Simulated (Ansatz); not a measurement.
The relaxed structure here is a generated cell of ZrO2: the first start was made by a random draw of sites in a space group, and the end was not matched to a known phase here, so it may be hypothetical. Known forms of ZrO2 include space group No. 14, 137, 225.

A relaxed cell of ZrO2 (P4/mmm (No. 123)), relaxed on a k-mesh at least as fine as the one used below. Calculation: PBE (plane waves to 420 eV, PAW, scalar-relativistic; Ansatz, an electronic-structure program). Γ-centred k-mesh 7×4×6 on the run's cell (coarser than for final values), Fermi–Dirac smearing 0.05 eV.

```xyz
6
Lattice="3.1789 0.0000 0.0000 0.0000 6.3577 0.0000 0.0000 0.0000 3.9763" Properties=species:S:1:pos:R:3 pbc="T T T"
O      1.5894     1.5894     0.0000
O      1.5894     4.7683     0.0000
O      0.0000     0.0000     1.9881
O      0.0000     3.1789     1.9881
Zr     0.0000     0.0000     0.0000
Zr     0.0000     3.1789     0.0000
```

The atoms are displaced by (Å):

```csv
atom,ux,uy,uz
O1,-0.042,-0.123,-0.005
O2,-0.033,0.047,0.023
O3,0.036,-0.044,-0.081
O4,-0.025,0.001,-0.086
Zr5,0.076,0.043,-0.100
Zr6,-0.089,0.031,-0.045
```

Question: What forces (eV/Å) and pressure result?

Answer: 
| atom | Fx | Fy | Fz |
|---|---|---|---|
| O1 | 0.66 | 1.81 | -0.42 |
| O2 | 0.16 | -1.27 | -0.64 |
| O3 | -0.28 | -0.11 | 0.38 |
| O4 | 0.21 | -0.32 | 0.53 |
| Zr5 | -0.37 | -0.65 | 0.10 |
| Zr6 | -0.39 | 0.55 | 0.07 |

Pressure +1.3 GPa.

Question: Estimate the energy cost of the displacement in the harmonic approximation and compare with the calculation.

Answer: For a harmonic well ΔE = −½ Σ F·u = 0.216 eV a cell, or 36 meV/atom. The calculated energy relative to the undisplaced cell is +0.03 eV/atom, so the harmonic estimate holds well.

The undisplaced cell is probably no minimum: from this displacement the run went on to P2₁ (No. 4) at a tolerance of 0.01 Å, Pmc2₁ (No. 26) at 0.1 Å, 0.18 eV/atom below it.

No spin polarisation in the result. No Hubbard U is applied.
